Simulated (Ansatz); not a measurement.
Theory: Ansatz, DFT PBE, scalar-relativistic, plane waves, PAW. Settings: cutoff 420 eV, Γ-centred meshes spaced at most about 0.3 Å⁻¹, and about 0.25 Å⁻¹ or finer for metals (2π included), Gaussian smearing. No spin polarisation in the final relaxations.

All energies are static (0 K, no zero-point motion). All come from trial cells, and lower structures may exist.

Question: Order these relaxed structures of AlSn4 by energy, lowest first, with the energy over the lowest of them.
A.

```xyz
5
Lattice="-3.3081 3.3081 3.3081 3.3081 -3.3081 3.3081 3.3081 3.3081 -3.3081" Properties=species:S:1:pos:R:3 pbc="T T T"
Al    0.0000    0.0000    0.0000
Sn    1.6541    1.6541   -1.6541
Sn   -1.6541    1.6541    1.6541
Sn    1.6541   -1.6541    1.6541
Sn    1.6541    1.6541    1.6541
```

B.

```xyz
5
Lattice="5.3257 0.0000 0.0000 0.0000 5.3257 0.0000 0.0000 0.0000 5.3257" Properties=species:S:1:pos:R:3 pbc="T T T"
Al    2.6629    2.6629    2.6629
Sn    0.0000    2.6629    2.6629
Sn    2.6629    2.6629    0.0000
Sn    2.6629    0.0000    2.6629
Sn    0.0000    0.0000    0.0000
```

C.

```xyz
5
Lattice="4.3024 -4.6760 0.0000 4.3024 4.6760 0.0000 0.0000 0.0000 3.4535" Properties=species:S:1:pos:R:3 pbc="T T T"
Al    4.3024    0.0000    1.7267
Sn    4.3024   -2.8303    1.7267
Sn    1.9500    0.0000    0.0000
Sn    6.6549    0.0000    0.0000
Sn    4.3024    2.8303    1.7267
```

D.

```xyz
5
Lattice="5.3152 0.0000 0.0000 0.0000 5.3152 0.0000 0.0000 0.0000 5.3152" Properties=species:S:1:pos:R:3 pbc="T T T"
Al    0.0000    0.0000    0.0000
Sn    1.5767    3.7386    3.7386
Sn    3.7386    1.5767    3.7386
Sn    3.7386    3.7386    1.5767
Sn    1.5767    1.5767    1.5767
```

Answer: C (0 meV/atom), A (34 meV/atom), D (170 meV/atom), B (238 meV/atom). Forms: C Cmmm; A Im-3m; D P-43m; B Pm-3m. Counting all near atoms (those within 1.25 times the shortest distance at each site; a plus sign parts nearer from farther groups; a slash parts the counts of unlike sites): C has Al 6+2, Sn 1+6/8; A has Al 8, Sn 2+6; D has Al 4, Sn 1+3; B has Al 6, Sn 2/12+8. Even the lowest lies +0.15 eV/atom against the elements.

Cells relaxed within their symmetry can be saddle points. Some candidate types were left out of the draw beforehand, so a known form may be missing.
